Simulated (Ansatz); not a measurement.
**Computed properties of Cu2SiSe3**

Cu₂SiSe₃:
```cif
data_Cu4Se6Si2
_chemical_formula_sum 'Si2 Cu4 Se6'
_space_group_name_H-M_alt 'P 1'
_space_group_IT_number 1
_cell_length_a 6.74755
_cell_length_b 6.74755
_cell_length_c 6.68143
_cell_angle_alpha 80.976
_cell_angle_beta 99.024
_cell_angle_gamma 59.300
loop_
_space_group_symop_operation_xyz
  'x, y, z'
loop_
_atom_site_label
_atom_site_type_symbol
_atom_site_fract_x
_atom_site_fract_y
_atom_site_fract_z
_atom_site_occupancy
Si1 Si 0.94448 0.88574 0.52403 1
Si2 Si 0.11426 0.05552 0.02403 1
Cu1 Cu 0.25719 0.23322 0.50258 1
Cu2 Cu 0.76678 0.74281 0.00258 1
Cu3 Cu 0.58998 0.58335 0.50122 1
Cu4 Cu 0.41665 0.41002 0.00122 1
Se1 Se 0.47075 0.69878 0.12284 1
Se2 Se 0.30122 0.52925 0.62284 1
Se3 Se 0.64890 0.86744 0.62638 1
Se4 Se 0.13256 0.35110 0.12638 1
Se5 Se 0.81207 0.03064 0.14444 1
Se6 Se 0.96936 0.18793 0.64444 1
```

Space group Cc (No. 9); conventional cell a = 6.6761 Å, b = 11.7281 Å, c = 6.6814 Å, α = γ = 90.00°, β = 108.49°.

Method: r²SCAN in the plane-wave PAW code Ansatz. Geometry: relaxed at this level of theory. Other levels are named where they apply.

### Cell and energy

- Volume per atom: 20.67 Å³
- Density: 5.25 g/cm³
- Formation energy from the elements (no fitted shifts): -34 kJ/mol of atoms

### Electronic structure

Band gap: 0.68 eV (direct)
Valence-band maximum: at Γ
Conduction-band minimum: at Γ
Electron effective mass: 0.092, 0.14, 0.14 mₑ (principal values)
Hole effective mass: 0.11, 0.84, 2.1 mₑ (principal values)

### Mechanics

- Bulk modulus (Birch–Murnaghan fit) = 71.5 GPa
- Pressure derivative B′ = 5.0

The workflow started from a Materials Project entry (that database holds measured and hypothetical structures alike); the Crystallography Open Database copy checked does not list it. With Si and Cu taken as one species the cell has the higher symmetry F-43m, so it may be an ordered model of a mixed-site phase. Whether it is the stable phase at ambient conditions was not checked. The cell was relaxed with r²SCAN under the symmetry of its start; its stability against distortions is not shown here. The run is not spin-polarised. The references are the lowest solids computed at this level, not always the standard phases. Spin–orbit coupling is left out wherever it is not named.

Potentials: the later of the program's two PAW sets.
